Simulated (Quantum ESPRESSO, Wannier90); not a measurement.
Wannierisation of SrO (rock salt)

Structure: Materials Project mp-2472, symmetrised, not relaxed again. COD (Crystallography Open Database) has an entry of this formula and space group (matched by these alone). Computed values, not measurements, from PBEsol: Quantum ESPRESSO (norm-conserving PseudoDojo potentials, cutoff 68 Ry, no spin polarisation, no spin-orbit coupling) on a Γ-centred 10×10×10 mesh, then Wannier90. Density: 10×10×10 mesh, cold smearing 0.01 Ry.

On the energy scale of pw.x, whose zero is arbitrary, the valence-band maximum lies at 7.69 eV.

Input w.win:

```
num_bands = 4
num_wann = 4
exclude_bands = 1,6-22
num_iter = 800
conv_tol = 1.0e-6
conv_window = 4
write_hr = true
write_u_matrices = true
auto_projections = true
begin unit_cell_cart
ang
    0.0000000000    2.5837850000    2.5837850000
    2.5837850000    0.0000000000    2.5837850000
    2.5837850000    2.5837850000    0.0000000000
end unit_cell_cart
begin atoms_frac
Sr   0.5000000000  0.5000000000  0.5000000000
O    0.0000000000  0.0000000000  0.0000000000
end atoms_frac
mp_grid = 10 10 10
begin kpoints
0.0000000000 0.0000000000 0.0000000000
0.0000000000 0.0000000000 0.1000000000
0.0000000000 0.0000000000 0.2000000000
... (997 more lines: the 10x10x10 mesh through Gamma)
end kpoints
```

Input of pw2wannier90.x that gives the overlap and projection files (equivalent; here they were cut from one run over all bands):

```
&inputpp
  outdir = './out'
  prefix = 'pwscf'
  seedname = 'w'
  write_amn = .true.
  write_mmn = .true.
  atom_proj = .true.
  atom_proj_exclude = 1 5 7 8 9
/
```

Output w.wout (banner and timings cut):

```
                                    ------
                                    SYSTEM
                                    ------

                              Lattice Vectors (Ang)
                    a_1     0.000000   2.583785   2.583785
                    a_2     2.583785   0.000000   2.583785
                    a_3     2.583785   2.583785   0.000000

                   Unit Cell Volume:      34.49841  (Ang^3)

                        Reciprocal-Space Vectors (Ang^-1)
                    b_1    -1.215888   1.215888   1.215888
                    b_2     1.215888  -1.215888   1.215888
                    b_3     1.215888   1.215888  -1.215888

 *----------------------------------------------------------------------------*
 |   Site       Fractional Coordinate          Cartesian Coordinate (Ang)     |
 +----------------------------------------------------------------------------+
 | sr   1   0.50000   0.50000   0.50000   |    2.58379   2.58379   2.58379    |
 | o    1   0.00000   0.00000   0.00000   |    0.00000   0.00000   0.00000    |
 *----------------------------------------------------------------------------*
                                ------------
                                K-POINT GRID
                                ------------

             Grid size = 10 x 10 x 10      Total points = 1000

 *---------------------------------- MAIN ------------------------------------*
 |  Number of Wannier Functions               :                 4             |
 |  Number of Objective Wannier Functions     :                 4             |
 |  Number of input Bloch states              :                 4             |
 |  Output verbosity (1=low, 5=high)          :                 1             |
 |  Timing Level (1=low, 5=high)              :                 1             |
 |  Optimisation (0=memory, 3=speed)          :                 3             |
 |  Length Unit                               :               Ang             |
 |  Post-processing setup (write *.nnkp)      :                 F             |
 |  Using Gamma-only branch of algorithms     :                 F             |
 *----------------------------------------------------------------------------*
 *------------------------------- WANNIERISE ---------------------------------*
 |  Total number of iterations                :               800             |
 |  Number of CG steps before reset           :                 5             |
 |  Trial step length for line search         :             2.000             |
 |  Convergence tolerence                     :         0.100E-05             |
 |  Convergence window                        :                 4             |
 |  Iterations between writing output         :                 1             |
 |  Iterations between backing up to disk     :               100             |
 |  Write r^2_nm to file                      :                 F             |
 |  Write xyz WF centres to file              :                 F             |
 |  Write on-site energies <0n|H|0n> to file  :                 F             |
 |  Use guiding centre to control phases      :                 F             |
 |  Use phases for initial projections        :                 F             |
 *----------------------------------------------------------------------------*
 *-------------------------------- PLOTTING ----------------------------------*
 |  Plotting Hamiltonian in WF basis          :                 T             |
 *----------------------------------------------------------------------------*

       ... (k-mesh section left out)

 Starting a new Wannier90 calculation ...

 Reading overlaps from w.mmn

 Reading projections from w.amn

 *------------------------------- WANNIERISE ---------------------------------*
 +--------------------------------------------------------------------+<-- CONV
 | Iter  Delta Spread     RMS Gradient      Spread (Ang^2)            |<-- CONV
 +--------------------------------------------------------------------+<-- CONV

 ------------------------------------------------------------------------------
 Initial State
  WF centre and spread    1  (  2.583785,  2.583785,  2.583785 )     0.85930388
  WF centre and spread    2  (  2.583785,  2.583785,  2.583785 )     0.85930388
  WF centre and spread    3  (  2.583785,  2.583785,  2.583785 )     0.85930388
  WF centre and spread    4  ( -0.000000,  0.000000,  0.000000 )     0.54562300
  Sum of centres and spreads (  7.751355,  7.751355,  7.751355 )     3.12353465

      0     0.312E+01     0.0000000000        3.1235346477  <-- CONV
        O_D=      0.0000000 O_OD=      0.0037725 O_TOT=      3.1235346 <-- SPRD
 ------------------------------------------------------------------------------
      1    -0.289E-03     0.0032966069        3.1232456864  <-- CONV
        O_D=      0.0000000 O_OD=      0.0034836 O_TOT=      3.1232457 <-- SPRD
      2    -0.769E-04     0.0028720104        3.1231687557  <-- CONV
        O_D=      0.0000000 O_OD=      0.0034066 O_TOT=      3.1231688 <-- SPRD
      3    -0.876E-05     0.0014484064        3.1231599988  <-- CONV
        O_D=      0.0000000 O_OD=      0.0033979 O_TOT=      3.1231600 <-- SPRD
      4    -0.106E-05     0.0006557627        3.1231589415  <-- CONV
        O_D=      0.0000000 O_OD=      0.0033968 O_TOT=      3.1231589 <-- SPRD
      5    -0.157E-06     0.0002692304        3.1231587849  <-- CONV
        O_D=      0.0000000 O_OD=      0.0033967 O_TOT=      3.1231588 <-- SPRD
      6    -0.781E-07     0.0001566917        3.1231587068  <-- CONV
        O_D=      0.0000000 O_OD=      0.0033966 O_TOT=      3.1231587 <-- SPRD
      7    -0.342E-07     0.0001351062        3.1231586725  <-- CONV
        O_D=      0.0000000 O_OD=      0.0033966 O_TOT=      3.1231587 <-- SPRD
      8    -0.236E-07     0.0000903330        3.1231586490  <-- CONV
        O_D=      0.0000000 O_OD=      0.0033965 O_TOT=      3.1231586 <-- SPRD
             <<<     Delta < 1.000E-06  over  4 iterations     >>>
             <<< Wannierisation convergence criteria satisfied >>>
 Final State
  WF centre and spread    1  (  2.583785,  2.583785,  2.583785 )     0.86008433
  WF centre and spread    2  (  2.583785,  2.583785,  2.583785 )     0.86008433
  WF centre and spread    3  (  2.583785,  2.583785,  2.583785 )     0.86008433
  WF centre and spread    4  ( -0.000000,  0.000000,  0.000000 )     0.54290567
  Sum of centres and spreads (  7.751355,  7.751355,  7.751355 )     3.12315865

         Spreads (Ang^2)       Omega I      =     3.119762122
        ================       Omega D      =     0.000000000
                               Omega OD     =     0.003396527
    Final Spread (Ang^2)       Omega Total  =     3.123158649
```
